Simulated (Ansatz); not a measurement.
**Band structure of NbSi**

```
Nb Si
1.0
     4.40767    0.00000    0.00000
    -2.20383    3.81715    0.00000
     0.00000    0.00000    4.99881
Nb Si
2 2
Direct
  0.33333 0.66667 0.93800
  0.66667 0.33333 0.43800
  0.33333 0.66667 0.43800
  0.66667 0.33333 0.93800
```

Atoms are numbered in the order listed.

The structure comes from a relaxation in the same program, started in the wurtzite type, and has space group P6_3/mmc. Whether it is a known phase or the ground state wasn't checked. The relaxation left the symmetry of that type.

All numbers below come from DFT, PBE, all-electron LAPW, scalar-relativistic in Ansatz 0.2.0.

The runs use a Γ-centred 10×10×6 k mesh, Fermi–Dirac smearing of 0.03 eV, basis error target 1 meV/atom, no spin polarisation.

Points in fractions of the reciprocal vectors of this cell: Γ (0, 0, 0), M (0.5, 0, 0), K (0.333, 0.333, 0), A (0, 0, 0.5), L (0.5, 0, 0.5), H (0.333, 0.333, 0.5). The path joins them by straight lines in the order Γ–M–K–Γ–A–L–H–A–L; legs that retrace an earlier one aren't tabulated. Energies are in eV from the Fermi level.

(1) Is there a gap?

(2) List the levels between -8 and 3.5 eV at the symmetry points.

Answers

(1) none: bands cross the Fermi level, a metal.

(2) 
Γ: -7.30, -2.52 (×2), -2.33 (×2), -2.05, -1.02 (×2), -0.18, 1.47 (×2), 2.97
M: -7.42, -3.45, -2.28, -1.81, -1.80, -1.65, -1.58, -0.33, -0.28, 0.88, 1.05, 2.17, 2.48, 3.05, 3.27
K: -7.74 (×2), -2.74, -2.10, -2.07 (×2), -1.88 (×2), -1.03, 0.36, 1.03 (×2), 1.34, 2.37, 3.29 (×2)
A: -7.91 (×2), -2.94 (×6), 1.26 (×4)
L: -6.97 (×2), -4.28 (×2), -2.25 (×2), -2.13 (×2), 0.19 (×2), 0.74 (×2), 2.51 (×2)
H: -6.82 (×2), -4.21 (×2), -2.63 (×2), -1.89 (×2), -0.46 (×2), 1.70 (×2), 2.62 (×2), 2.66 (×2)
